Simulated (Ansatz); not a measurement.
Given:

Cu2SnS3:
```cif
data_Cu4S6Sn2
_chemical_formula_sum 'Cu4 Sn2 S6'
_space_group_name_H-M_alt 'Imm2'
_space_group_IT_number 44
_space_group_name_Hall 'I 2 -2'
_cell_length_a 3.87658
_cell_length_b 11.49082
_cell_length_c 5.38250
_cell_angle_alpha 90.000
_cell_angle_beta 90.000
_cell_angle_gamma 90.000
loop_
_atom_site_label
_atom_site_type_symbol
_atom_site_symmetry_multiplicity
_atom_site_Wyckoff_symbol
_atom_site_fract_x
_atom_site_fract_y
_atom_site_fract_z
_atom_site_occupancy
Cu1 Cu 4 d 0.00000 0.17103 0.00971 1
Sn1 Sn 2 b 0.50000 0.00000 0.48029 1
S1 S 4 d 0.50000 0.17614 0.23639 1
S2 S 2 a 0.00000 0.00000 0.77751 1
```
(The calculation used a cell of 6 atoms; values per cell refer to that cell.)

This is the r²SCAN-relaxed structure.

Question: All from plane-wave PAW r²SCAN (Ansatz code), unless another level is named. Predict the electronic character.

Answer: no gap, with almost no states at the Fermi level (zero-gap or semimetallic).

Question: Predict the formation energy from the elements (no fitted shifts).

Answer: -0.42 eV/atom.

The first step of the workflow began from a Materials Project structure, measured or hypothetical; the Crystallography Open Database copy checked does not list it. COD files the formula under space group No. 9, so this cell is another polymorph or a model. Its standing as an ambient phase is unchecked. The cell was relaxed with r²SCAN under the symmetry of its start; whether a distortion lowers the energy is not shown. The run is not spin-polarised. The references are the lowest solids computed at this level, not always the standard phases. Scalar-relativistic: spin–orbit coupling is off unless named, which matters more the heavier the elements.

Potentials: the later of the program's two PAW sets.
